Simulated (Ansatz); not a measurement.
Tetragonal deformation path in TiAl

Method: DFT PBEsol, scalar-relativistic, plane waves, PAW (Ansatz 0.2.0). The runs took a 350 eV cutoff, a Γ-centred 16×16×16 mesh and Gaussian smearing (0.15 eV). No spin polarisation. Energies are free energies at this smearing, counted from the undisturbed cell; pressure is positive in compression.

Zero of the scan (as given, not relaxed at this level; it stands at -2.4 GPa, and it needn't be the usual structure):

```
Ti Al
1.0
     3.17906    0.00000    0.00000
     0.00000    3.17906    0.00000
     0.00000    0.00000    3.17906
Ti Al
1 1
Direct
  0.00000 0.00000 0.00000
  0.50000 0.50000 0.50000
```

At fixed volume and fractional coordinates, lengths along (0.000, 0.000, 1.000) are scaled against those across it; ρ is that ratio over its starting value. The cell is metallic on the mesh throughout.

| ρ | ΔE (meV/atom) |
| --- | --- |
| 0.650 | 247.0 |
| 0.707 | 100.3 |
| 0.780 | 9.4 |
| 0.850 | -10.9 |
| 0.920 | -6.5 |
| 0.960 | -2.2 |
| 1.000 | 0.0 |
| 1.050 | -5.7 |
| 1.100 | -22.4 |
| 1.200 | -72.2 |
| 1.300 | -114.8 |
| 1.414 | -138.0 |
| 1.500 | -134.8 |

Q: Predict the pressure (GPa) at each point.

A:
| ρ | pressure (GPa) |
| --- | --- |
| 0.650 | 4.5 |
| 0.707 | 1.8 |
| 0.780 | -0.4 |
| 0.850 | -1.6 |
| 0.920 | -2.2 |
| 0.960 | -2.4 |
| 1.000 | -2.4 |
| 1.050 | -2.4 |
| 1.100 | -2.4 |
| 1.200 | -2.4 |
| 1.300 | -2.3 |
| 1.414 | -2.1 |
| 1.500 | -2.1 |

Cost: 13 runs of about 3.7 core-minutes in all, on Intel Xeon Processor @ 2.50GHz (Skylake/Cascade Lake) (shared hosts).